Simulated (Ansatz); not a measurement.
**ZrRuAs: pressure against volume**

ZrRuAs, P-62m, a = 6.550 Å, c = 3.892 Å. The structure is a Materials Project entry; whether it is the stable form wasn't checked. Ansatz: PBEsol, PAW, 420 eV, Γ-centred 6×6×10 mesh on 9 atoms, Gaussian smearing 0.10 eV; no spin polarisation. Shape and atoms are relaxed at each volume; pressure is positive in compression.

| V (Å³/atom) | P (GPa) |
| --- | --- |
| 14.139 | 35.24 |
| 14.621 | 24.11 |
| 15.103 | 14.70 |
| 15.585 | ? |
| 16.067 | 0.00 |
| 16.549 | -5.70 |
| 17.031 | -10.51 |
| 17.673 | -15.76 |

Q: Take V0 = 16.067 Å³/atom, fit the third-order Birch–Murnaghan form to the other rows, and predict the missing pressure.

A: With the Eulerian strain f = ½[(V0/V)^(2/3) − 1] and y = P/[3f(1 + 2f)^(5/2)], the form is the line y = B0 + 1.5 B0 (B0′ − 4) f. Rows (f, y): 0.04448, 213.4; 0.03245, 211.6; 0.02106, 209.9; -0.00976, 204.5; -0.01905, 202.7; -0.03077, 200.1. Means f = 0.006402, y = 207.03; Σ(Δf)² = 0.004634, ΣΔfΔy = 0.8124; the slope is their ratio. y = 205.9 + 175.3 f GPa, so B0 = 205.9 GPa and B0′ = 4 + 2 × (175.3)/(3 × 205.9) = 4.57. At V = 15.585, f = 0.01026, y = 207.70 and P = 6.73 GPa. The run gave 6.74 GPa, so the fit is 0.01 GPa too low, within the rms miss on the fitted rows (0.02 GPa).